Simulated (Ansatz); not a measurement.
This Ti2Ge6Mo structure is the end of a relaxation. The cell was found from a structure generator's guess, not taken from experiment.

The calculation used DFT PBE, scalar-relativistic, plane waves, PAW (Ansatz). Cutoff 420 eV, Γ-centred mesh, Gaussian smearing, no spin polarisation.

```xyz
9
Lattice="0.0000 4.2424 7.1423 2.3717 0.0000 7.1423 2.3717 4.2424 0.0000" Properties=species:S:1:pos:R:3 pbc="T T T"
Ti    2.3717    4.2424    9.5662
Ti    2.3717    4.2424    4.7183
Ge    2.3717    2.8653    2.3453
Ge    2.3717    2.8668    7.1423
Ge    2.3717    2.8653   11.9392
Ge    2.3717    5.6194    2.3453
Ge    2.3717    5.6180    7.1423
Ge    2.3717    5.6194   11.9392
Mo    0.0000    0.0000    0.0000
```

Energies over the elements count from the elements' standard structures at the same level, with no fitted energy shifts.

Question: Find its symmetry and describe it.

Answer: Fmmm (No. 69). Conventional cell: a = 4.743 Å, b = 8.485 Å, c = 14.285 Å. Ti has 10 Ge at 2.74–2.87 Å, 2 Ti at 3.30 Å and 2 Mo at 3.39 Å; around Ge on a site of symmetry m lie 1 Mo at 2.72 Å, 4 Ti at 2.74–2.87 Å, 5 Ge at 2.75–2.87 Å and 4 Ge at 3.34–3.41 Å; Ge on a site of symmetry m2m is surrounded by 3 Mo at 2.74–2.87 Å, 5 Ge at 2.75–2.80 Å, 2 Ti at 2.79 Å and 4 Ge at 3.34 Å; around Mo lie 10 Ge at 2.72–2.87 Å and 4 Ti at 3.39 Å.

Question: How far does it lie from the elements in energy?

Answer: −0.25 eV/atom. Whether it is stable depends on the other phases of the system, which aren't compared here.

Question: Is it a metal?

Answer: Yes, bands cross the Fermi level on the 10×10×10 mesh.

The last run used a 10×10×10 mesh for its 9-atom cell and Gaussian smearing of 0.10 eV. A structure relaxed within its symmetry needn't be a true minimum.
